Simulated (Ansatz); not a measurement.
Elements on the sites of an ideal fcc lattice, at a guessed lattice constant:

```
Ni Cu Rh Ag Pt
1.0
    -3.74978    3.74978   -3.74978
     3.74978    3.74978    3.74978
     3.74978   -3.74978   -3.74978
Ni Cu Rh Ag Pt
3 7 1 1 4
Cartesian
  3.7498 -1.8749 -1.8749
  0.0000 0.0000 -3.7498
  1.8749 1.8749 -3.7498
  1.8749 -1.8749 -3.7498
  -1.8749 1.8749 -3.7498
  0.0000 1.8749 -1.8749
  1.8749 3.7498 -1.8749
  -1.8749 3.7498 -1.8749
  0.0000 3.7498 0.0000
  1.8749 3.7498 1.8749
  3.7498 0.0000 0.0000
  3.7498 1.8749 -1.8749
  1.8749 0.0000 -1.8749
  0.0000 0.0000 0.0000
  1.8749 1.8749 0.0000
  3.7498 1.8749 1.8749
```

Cell and atoms were relaxed without symmetry on coarser meshes and computed once more. These are results of DFT PBE, scalar-relativistic, plane waves, PAW (Ansatz 0.2.0), not measurements.

Plane waves to 420 eV, a k mesh through Γ of 4×5×5 on the computed 16-atom cell and Gaussian smearing (0.10 eV); collinear spin from starting moments 0.47 0.33 0.58 0 0 0 0 0 0 0 0.31 0 0.13 0 0 0 μB.

The relaxation ran on 3×3×3 k points with a smearing of 0.1 eV, from sites shaken by 0.02 Å.

Task: What does the relaxation give?

Result: A volume of 13.34 Å³/atom and no gap on the mesh. The atoms leave their sites by 0.07 Å (root mean square) and 0.10 Å at most, and the cell stretches by up to 0.3 % at fixed volume. One magnetic start was tried.

```yaml
crystal:
  lattice:
    - [-3.75411, 3.76621, -3.76738]
    - [3.76728, 3.77842, 3.76642]
    - [3.74932, -3.76525, -3.76164]
  atoms:
    - { symbol: Ni, position: [0.99157, 0.25174, 0.74512] }
    - { symbol: Ni, position: [0.50693, 0.01120, 0.49957] }
    - { symbol: Ni, position: [0.75178, 0.48845, 0.74435] }
    - { symbol: Cu, position: [0.24928, 0.00363, 0.74714] }
    - { symbol: Cu, position: [0.74886, 0.00263, 0.26276] }
    - { symbol: Cu, position: [0.50388, 0.24751, 0.24948] }
    - { symbol: Cu, position: [0.74846, 0.75346, 0.49730] }
    - { symbol: Cu, position: [0.74796, 0.25366, 0.99386] }
    - { symbol: Cu, position: [0.49869, 0.49178, 0.99978] }
    - { symbol: Cu, position: [0.24896, 0.74810, 0.00283] }
    - { symbol: Rh, position: [0.98663, 0.49238, 0.50135] }
    - { symbol: Ag, position: [0.50390, 0.76307, 0.76279] }
    - { symbol: Pt, position: [0.25655, 0.24951, 0.50987] }
    - { symbol: Pt, position: [0.00713, 0.99727, 0.98763] }
    - { symbol: Pt, position: [0.25452, 0.50345, 0.24180] }
    - { symbol: Pt, position: [0.98869, 0.74311, 0.24417] }
```

The final mesh leaves forces up to 0.05 eV/Å and stresses up to 0.5 GPa: the relaxation ran on a coarser mesh, so the cell's shape, its bonds and its energy belong partly to that mesh.

The k mesh is coarse. Spin-orbit coupling is left out, which matters for the bands of heavy elements.

Cost: 2 runs of about 61 core-minutes in all (earlier runs that led there not counted), on Arm Neoverse V2 (shared hosts).